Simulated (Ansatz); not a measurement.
The start is a relaxed SrVO3 cell, doubled along one cell vector, shaken by Gaussian noise of σ = 0.08 Å a coordinate. A full variable-cell relaxation at zero pressure is run with PBEsol (plane waves to 420 eV, PAW, scalar-relativistic; Ansatz, a quantum-chemistry and plane-wave program). The first steps use a coarse 3×6×6 k-mesh.

The start:
```yaml
crystal:
  lattice:
    - [7.61873, 0.00000, 0.00000]
    - [0.00000, 3.80937, 0.00000]
    - [0.00000, 0.00000, 3.80937]
  atoms:
    - { symbol: Sr, position: [0.01121, 0.97854, 0.99306] }
    - { symbol: Sr, position: [0.49876, 0.00403, 0.96767] }
    - { symbol: V, position: [0.26039, 0.48369, 0.51349] }
    - { symbol: V, position: [0.76103, 0.54075, 0.50698] }
    - { symbol: O, position: [0.25463, 0.99454, 0.49211] }
    - { symbol: O, position: [0.76145, 0.00576, 0.50978] }
    - { symbol: O, position: [0.99700, 0.46628, 0.51251] }
    - { symbol: O, position: [0.49595, 0.52279, 0.46533] }
    - { symbol: O, position: [0.24224, 0.50108, 0.97879] }
    - { symbol: O, position: [0.76111, 0.49826, 0.00335] }
```

Task: What pressure does the first self-consistent step give?

Result: +3 GPa (positive: the cell is compressed).

Task: What is the largest force in the starting geometry, and on which atom (counted from 1)?

Result: About 2.5 eV/Å, on V3 (atoms numbered as listed).

Task: How much energy is released per atom?

Result: 0.07 eV/atom.

Task: Does it find its way back to the structure it was made from?

Result: It relaxes back to the parent, Pm-3m (No. 221).

Task: What band gap does the relaxed structure have at this level?

Result: Zero (metallic).

Final values are on a 12×12×12 k-mesh of the relaxed cell. No spin polarisation in the result. The relaxed primitive cell holds an odd number of electrons. A magnetic state may lie lower. No Hubbard U is applied.
